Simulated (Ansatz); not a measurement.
AlIr:
```
AlIr
1.0
    0.00000     2.49955     2.49955
    2.49955     0.00000     2.49955
    2.49955     2.49955     0.00000
Ir Al
1 1
Direct
  0.00000   0.00000   0.00000
  0.50000   0.50000   0.50000
```

Relaxed with PBEsol. Special points in fractions of this cell's reciprocal vectors: Γ (0.000, 0.000, 0.000); X (0.500, 0.000, 0.500); U (0.625, 0.250, 0.625); K (0.375, 0.375, 0.750); L (0.500, 0.500, 0.500); W (0.500, 0.250, 0.750).

### Question
List the band energies nearest the Fermi level at these points for plane-wave PAW PBEsol (Ansatz code).

### Answer
In eV from the Fermi level; about four levels below and three above (degenerate sets whole), none deeper than 8.9 eV; … stands for higher levels left out; points with the same levels are listed once.

```tsv
k	below	above
Γ	-2.49 -2.49 -2.49 -2.21 -2.21	…
X	-2.66 -1.44 -0.28 -0.28	0.47 …
U	-3.19 -2.33 -0.82 -0.58	1.06 1.94 …
L	-3.32 -3.32 -0.73 -0.73	0.35 7.28 …
W	-3.53 -3.53 -3.16 -0.28 -0.25	1.33 1.33 …
```

Space group Fm-3m (rock salt). The start of the workflow was typed in or built on a structure type; neither database checked (COD, Materials Project) lists it. Whether it is the stable phase at ambient conditions was not checked. The cell was relaxed with PBEsol under the symmetry of its start. At this level the phase is mechanically unstable. The run is not spin-polarised. Spin–orbit coupling is left out wherever it is not named.

Potentials: the earlier of the program's two PAW sets. The files were generated under PBE; for other functionals the program regenerates the frozen cores, and for LDA and PBEsol the local potential too.
